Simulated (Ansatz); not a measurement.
CrO2 (rutile, P4_2/mnm) under volume change, the program Ansatz at the PBE level (PAW), shape and atoms relaxed at each volume.

```
V (Å³/atom)  E − E(relaxed) (meV/atom)  P (GPa)
-----------  -------------------------  -------
8.752                             67.5    27.33
9.040                             28.2    16.61
9.329                              6.6     7.59
9.617                              0.0     0.01
9.906                              5.8    -6.30
10.194                            22.0   -11.50
10.483                            46.7   -15.67
```

**Question.** What does a third-order Birch–Murnaghan fit give for V₀, B₀ and B′?

**Answer.** V₀ = 9.62 Å³/atom, B₀ = 228 GPa, B′ = 5.1.

The cell was relaxed with PBE under the symmetry of its start. Spin order of the final state: ferromagnetic, chosen from 5 collinear starts compared on coarse meshes (ties went to the first, and starts can fall back to one state), not a proven ground state. Textbook magnetic order: ferromagnetic. No Hubbard U is applied.

Potentials: the later of the program's two PAW sets.
